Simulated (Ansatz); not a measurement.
The elements of this relaxed trial crystal are hidden behind letters.

```
lattice vectors (Å)
   4.4511    0.0000    0.0000
   0.0000    4.4511    0.0000
   0.0000    0.0000    3.5733
fractional positions
X 0.0000 0.0000 0.0000
Z 0.5000 0.5000 0.5000
Q 0.5000 0.0000 0.0000
Q 0.0000 0.5000 0.0000
```

Theory: DFT PBE, scalar-relativistic, plane waves, PAW in Ansatz. Cutoff 420 eV, Γ-centred 10×10×14 mesh (4-atom cell), Gaussian smearing of 0.10 eV, collinear spin.

```
Space group                                 : P4/mmm (No. 123)
Conventional cell                           : a = 4.451 Å, c = 3.573 Å
Volume per atom                             : 17.70 Å³
Density                                     : 5.42 g/cm³
Energy over the elements                    : +0.24 eV/atom
Gap on the 10×10×14 mesh of the 4-atom cell : 0 eV (a metal)
Net moment per atom                         : 0.53 μB
```

Energies are uncorrected and count from the elements' standard states at the same level.

Question: X is a d-block element of period 4, Z is a d-block element of period 5 and Q is a p-block element of period 3. Which elements are they?

Answer: X = Co, Z = Ag, Q = S, so the formula is CoAgS2. Density times volume gives a mean mass of 5.42 × 17.70/1.6605 = 57.8 u per atom, and this set has 57.7 u. Around Co lie 4 S at 2.23 Å; Ag has 8 S at 2.85 Å; around S lie 2 Co at 2.23 Å and 4 Ag at 2.85 Å. Other sets within the hints have nearly the same mass, so mass alone doesn't settle it; this one was computed.

No Hubbard U is applied to the 3d shell of Co. Another magnetic order may lie lower. Symmetry constrained the relaxation, so the result can be a saddle point.
